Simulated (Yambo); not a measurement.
Absorption of WO₃ (space group P4/mmm, No. 123) under biaxial strain of +1 % along x and y, z relaxed with and without the electron-hole interaction (Yambo, PBEsol bands; 8×8×8 mesh, 6 valence and 3 conduction bands, static screening with 36 bands and a 4 Ry block, scissor 0.92 eV, Tamm-Dancoff; field along x). Axes are Cartesian, with cell vectors (Å) (3.83, 0.00, 0.00), (0.00, 3.83, 0.00), (0.00, 0.00, 3.79).

```json
[
 {"E (eV)": "1.40", "Im ε, BSE": "0.66", "Im ε, independent quasiparticles": "0.39"},
 {"E (eV)": "1.45", "Im ε, BSE": "0.72", "Im ε, independent quasiparticles": "0.42"},
 {"E (eV)": "1.50", "Im ε, BSE": "0.79", "Im ε, independent quasiparticles": "0.45"},
 {"E (eV)": "1.55", "Im ε, BSE": "0.87", "Im ε, independent quasiparticles": "0.48"},
 {"E (eV)": "1.60", "Im ε, BSE": "0.97", "Im ε, independent quasiparticles": "0.52"},
 {"E (eV)": "1.65", "Im ε, BSE": "1.08", "Im ε, independent quasiparticles": "0.57"},
 {"E (eV)": "1.70", "Im ε, BSE": "1.22", "Im ε, independent quasiparticles": "0.62"},
 {"E (eV)": "1.75", "Im ε, BSE": "1.39", "Im ε, independent quasiparticles": "0.68"},
 {"E (eV)": "1.80", "Im ε, BSE": "1.60", "Im ε, independent quasiparticles": "0.75"},
 {"E (eV)": "1.85", "Im ε, BSE": "1.86", "Im ε, independent quasiparticles": "0.84"},
 {"E (eV)": "1.90", "Im ε, BSE": "2.19", "Im ε, independent quasiparticles": "0.94"},
 {"E (eV)": "1.95", "Im ε, BSE": "2.63", "Im ε, independent quasiparticles": "1.06"},
 {"E (eV)": "2.00", "Im ε, BSE": "3.22", "Im ε, independent quasiparticles": "1.22"},
 {"E (eV)": "2.05", "Im ε, BSE": "4.03", "Im ε, independent quasiparticles": "1.41"},
 {"E (eV)": "2.10", "Im ε, BSE": "5.18", "Im ε, independent quasiparticles": "1.65"},
 {"E (eV)": "2.15", "Im ε, BSE": "6.85", "Im ε, independent quasiparticles": "1.98"},
 {"E (eV)": "2.20", "Im ε, BSE": "9.30", "Im ε, independent quasiparticles": "2.41"},
 {"E (eV)": "2.25", "Im ε, BSE": "12.8", "Im ε, independent quasiparticles": "3.00"},
 {"E (eV)": "2.30", "Im ε, BSE": "17.0", "Im ε, independent quasiparticles": "3.84"},
 {"E (eV)": "2.35", "Im ε, BSE": "20.3", "Im ε, independent quasiparticles": "5.06"},
 {"E (eV)": "2.40", "Im ε, BSE": "20.1", "Im ε, independent quasiparticles": "6.85"},
 {"E (eV)": "2.45", "Im ε, BSE": "16.8", "Im ε, independent quasiparticles": "9.40"},
 {"E (eV)": "2.50", "Im ε, BSE": "12.9", "Im ε, independent quasiparticles": "12.5"},
 {"E (eV)": "2.55", "Im ε, BSE": "9.78", "Im ε, independent quasiparticles": "15.1"},
 {"E (eV)": "2.60", "Im ε, BSE": "7.59", "Im ε, independent quasiparticles": "15.2"},
 {"E (eV)": "2.65", "Im ε, BSE": "6.09", "Im ε, independent quasiparticles": "12.8"},
 {"E (eV)": "2.70", "Im ε, BSE": "5.11", "Im ε, independent quasiparticles": "9.81"},
 {"E (eV)": "2.75", "Im ε, BSE": "4.51", "Im ε, independent quasiparticles": "7.37"},
 {"E (eV)": "2.80", "Im ε, BSE": "4.21", "Im ε, independent quasiparticles": "5.65"},
 {"E (eV)": "2.85", "Im ε, BSE": "4.15", "Im ε, independent quasiparticles": "4.50"},
 {"E (eV)": "2.90", "Im ε, BSE": "4.33", "Im ε, independent quasiparticles": "3.77"},
 {"E (eV)": "2.95", "Im ε, BSE": "4.74", "Im ε, independent quasiparticles": "3.32"},
 {"E (eV)": "3.00", "Im ε, BSE": "5.41", "Im ε, independent quasiparticles": "3.07"},
 {"E (eV)": "3.05", "Im ε, BSE": "6.39", "Im ε, independent quasiparticles": "3.00"},
 {"E (eV)": "3.10", "Im ε, BSE": "7.80", "Im ε, independent quasiparticles": "3.06"},
 {"E (eV)": "3.15", "Im ε, BSE": "9.73", "Im ε, independent quasiparticles": "3.24"},
 {"E (eV)": "3.20", "Im ε, BSE": "12.1", "Im ε, independent quasiparticles": "3.56"},
 {"E (eV)": "3.25", "Im ε, BSE": "14.6", "Im ε, independent quasiparticles": "4.05"},
 {"E (eV)": "3.30", "Im ε, BSE": "16.6", "Im ε, independent quasiparticles": "4.77"},
 {"E (eV)": "3.35", "Im ε, BSE": "17.3", "Im ε, independent quasiparticles": "5.76"},
 {"E (eV)": "3.40", "Im ε, BSE": "16.4", "Im ε, independent quasiparticles": "6.98"},
 {"E (eV)": "3.45", "Im ε, BSE": "14.5", "Im ε, independent quasiparticles": "8.41"},
 {"E (eV)": "3.50", "Im ε, BSE": "12.9", "Im ε, independent quasiparticles": "10.0"},
 {"E (eV)": "3.55", "Im ε, BSE": "11.8", "Im ε, independent quasiparticles": "11.6"},
 {"E (eV)": "3.60", "Im ε, BSE": "11.0", "Im ε, independent quasiparticles": "12.7"},
 {"E (eV)": "3.65", "Im ε, BSE": "10.0", "Im ε, independent quasiparticles": "13.1"},
 {"E (eV)": "3.70", "Im ε, BSE": "8.90", "Im ε, independent quasiparticles": "13.6"},
 {"E (eV)": "3.75", "Im ε, BSE": "7.67", "Im ε, independent quasiparticles": "14.3"},
 {"E (eV)": "3.80", "Im ε, BSE": "6.46", "Im ε, independent quasiparticles": "14.6"},
 {"E (eV)": "3.85", "Im ε, BSE": "5.42", "Im ε, independent quasiparticles": "14.1"},
 {"E (eV)": "3.90", "Im ε, BSE": "4.69", "Im ε, independent quasiparticles": "12.6"},
 {"E (eV)": "3.95", "Im ε, BSE": "4.26", "Im ε, independent quasiparticles": "10.5"},
 {"E (eV)": "4.00", "Im ε, BSE": "3.99", "Im ε, independent quasiparticles": "8.47"},
 {"E (eV)": "4.05", "Im ε, BSE": "3.78", "Im ε, independent quasiparticles": "6.88"},
 {"E (eV)": "4.10", "Im ε, BSE": "3.69", "Im ε, independent quasiparticles": "5.72"},
 {"E (eV)": "4.15", "Im ε, BSE": "3.76", "Im ε, independent quasiparticles": "4.88"},
 {"E (eV)": "4.20", "Im ε, BSE": "3.98", "Im ε, independent quasiparticles": "4.24"},
 {"E (eV)": "4.25", "Im ε, BSE": "4.36", "Im ε, independent quasiparticles": "3.76"},
 {"E (eV)": "4.30", "Im ε, BSE": "5.01", "Im ε, independent quasiparticles": "3.43"},
 {"E (eV)": "4.35", "Im ε, BSE": "5.97", "Im ε, independent quasiparticles": "3.26"},
 {"E (eV)": "4.40", "Im ε, BSE": "7.01", "Im ε, independent quasiparticles": "3.24"},
 {"E (eV)": "4.45", "Im ε, BSE": "7.88", "Im ε, independent quasiparticles": "3.38"},
 {"E (eV)": "4.50", "Im ε, BSE": "8.70", "Im ε, independent quasiparticles": "3.71"},
 {"E (eV)": "4.55", "Im ε, BSE": "9.54", "Im ε, independent quasiparticles": "4.20"}
]
```

The scissor comes from a G0W0 run whose convergence isn't established. Broadening 0.15 eV. The band window holds all transitions up to 4.6 eV. Fine structure above the onset can come from the mesh.

Spin-orbit coupling is left out, which matters for elements this heavy: edges can move by tenths of an eV.

The structure is a Materials Project entry; no match was found in the copy of COD used, and its stability was not checked.
